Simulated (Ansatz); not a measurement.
Crystals of one structure type (zinc blende) and one family of elements, relaxed and computed with r²SCAN (plane waves, PAW; program Ansatz); HSE06 gaps on those cells.

| crystal | gap (eV) | HSE06 gap (eV) |
|---|---|---|
| InAs | 0.08 | 0.36 |
| GaSb | 0.42 | 0.77 |
| GaAs | 0.96 | 1.36 |
| BAs | 1.37 | 1.83 |
| BP | 1.41 | 1.96 |
| GaP | 1.84 | ? |
| BN | 5.00 | 5.79 |

### Question
Fit a straight line to E_g(HSE06) against E_g and predict the withheld value.

### Answer
Least squares on the 6 shown rows: E_g(HSE06) = 1.099 × E_g + (0.319), with a scatter of 0.04. For GaP this gives 2.34. The run itself gave 2.26, a miss of 0.08.

All cells were relaxed under the symmetry of their starts (and spin orders); stability against distortions was not tested throughout. Spin–orbit coupling is left out wherever it is not named.

Potentials: the later of the program's two PAW sets.
